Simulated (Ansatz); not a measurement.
Space group P-6m2 (No. 187). a = 2.728 Å, b = 2.728 Å, c = 13.191 Å, α = 90.00°, β = 90.00°, γ = 120.00°
| atom | site | symmetry | x | y | z |
| --- | --- | --- | --- | --- | --- |
| Ir | 1f | -6m2 | 0.6667 | 0.3333 | 0.5000 |
| Rh | 2h | 3m. | 0.3333 | 0.6667 | 0.6666 |
| Rh | 1c | -6m2 | 0.3333 | 0.6667 | 0.0000 |
| Rh | 2i | 3m. | 0.6667 | 0.3333 | 0.8340 |

Equation of state of this IrRh₅ structure (not necessarily the ground state), with shape and atoms relaxed at each volume where symmetry leaves them free. It has no gap at any of these volumes. Level of theory: Ansatz 0.2.0, DFT PBE, scalar-relativistic, plane waves, PAW.

Cutoff 420 eV; k points 18×18×4 on the computed 6-atom cell (Γ-centred); Gaussian smearing, width 0.10 eV; no spin polarisation.

```
V (Å³/atom)  E − E(largest V) (meV/atom)  P (GPa)
     12.471                       123.57    47.74
     12.897                        18.11    32.34
     13.322                       -50.00    19.53
     13.747                       -87.03     8.86
     14.172                       -98.20     0.00
     14.597                       -87.90    -7.36
     15.022                       -59.82   -13.44
     15.589                         0.00   -19.91
```

**Question.** Fit a third-order Birch–Murnaghan equation, E = E0 + (9V0B0/16)·[(x − 1)³B0' + (x − 1)²(6 − 4x)] with x = (V0/V)^(2/3), to E(V).

**Answer.** V0 = 14.17 Å³/atom, B0 = 269 GPa, B0' = 5.2.

Spin-orbit coupling is left out, which matters for the bands of heavy elements. Spin polarisation was left out, and a magnetic state may lie lower.

The cell was found from a structure generator's guess, not taken from experiment.
